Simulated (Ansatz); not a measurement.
## ¹⁷O NMR of the central transition in CaAl2SiO6

Cell: a computed structure from the Materials Project (it need not be an observed phase), taken as it stands.

```cif
data_CaAl2SiO6
_symmetry_space_group_name_H-M 'Cc'
_symmetry_Int_Tables_number 9
_cell_length_a 9.7516
_cell_length_b 8.7187
_cell_length_c 5.3247
_cell_angle_alpha 90.000
_cell_angle_beta 106.029
_cell_angle_gamma 90.000
loop_
_atom_site_label
_atom_site_type_symbol
_atom_site_symmetry_multiplicity
_atom_site_Wyckoff_symbol
_atom_site_fract_x
_atom_site_fract_y
_atom_site_fract_z
Ca Ca 4 a 0.4900 0.1866 0.2409
Al3 Al 4 a 0.2888 0.9017 0.2085
Al5 Al 4 a 0.5008 0.5903 0.2613
Si Si 4 a 0.7147 0.9041 0.2837
O9 O 4 a 0.0985 0.9266 0.1229
O10 O 4 a 0.3658 0.7237 0.3201
O11 O 4 a 0.3646 0.9748 0.9724
O12 O 4 a 0.8895 0.9104 0.3750
O13 O 4 a 0.6327 0.7431 0.2025
O14 O 4 a 0.6546 0.9886 0.5130
```

One atom of each set is listed; the run and its k-mesh use a cell of 20 atoms with edges of 6.54, 6.54, 5.32 Å.

All values are calculated (Ansatz; DFT, PBE, plane waves and PAW, scalar-relativistic, 420 eV cutoff, Γ-centred 4×4×5 k-points, Fermi–Dirac smearing 0.02 eV), not measured.

¹⁷O has I = 5/2 and Q = -25.58 mb (Pyykkö 2018); at 18.8 T its Larmor frequency is ν₀ = 108.6 MHz. Only the quadrupole interaction is simulated: positions count from each site's isotropic chemical shift, and J coupling is left out, as are shift anisotropy and dipolar coupling, which fast spinning averages.

The O sites: O9 (2 atoms; 3 Al at 1.80–1.97 Å; also 1 Ca at 2.50 Å); O10 (2 atoms; 2 Al at 1.76–1.85 Å, angle 139°; also 1 Ca at 2.37 Å, 1 Si at 3.04 Å); O11 (2 atoms; 2 Al at 1.74–1.76 Å, angle 129°; also 2 Ca at 2.41–2.45 Å); O12 (2 atoms; 1 Si at 1.64 Å, 2 Al at 2.04–2.09 Å; also 1 Ca at 2.38 Å); O13 (2 atoms; 1 Si at 1.61 Å, 1 Al at 1.94 Å, angle 149°; also 1 Ca at 2.54 Å, 1 Al at 2.98 Å); O14 (2 atoms; 2 Si at 1.66–1.68 Å, angle 140°; also 2 Ca at 2.52–2.73 Å, 1 Al at 3.34 Å).

Fitted components of the simulated spectrum:

```csv
component,|C_Q| (MHz),η
A,1.25,0.78
B,2.43,0.44
C,2.89,0.25
D,3.59,0.54
E,4.54,0.25
F,5.54,0.15
```

Problem. Which site most likely gives which component?

Solution. By the calculation, A is O11, B is O9, C is O10, D is O12, E is O13, F is O14. At O13 and O14 V_zz runs parallel to the line that joins its two neighbours (within 10°) in each case. At O9 V_zz stands upright on the plane through its three neighbours (within 11°). At O12 V_zz points along its shortest bond, to Si (within 12°). Like point charges on the first shell alone (each adding as 1/d³) would give another order (O9 < O12 < O11 < O10 < O13 < O14): the kind of neighbour, the covalent part of each bond and the atoms beyond the first shell count as well.

Hardware: 1 thread of Intel Xeon Platinum 8259CL CPU @ 2.50GHz (Skylake/Cascade Lake) (x86_64; 4 cores open to the job, memory cap 2.5 GiB, no GPU), a shared host with a load of 0.5 a core. Wall time 53 s, CPU time 53 s, peak memory 0.67 GiB.
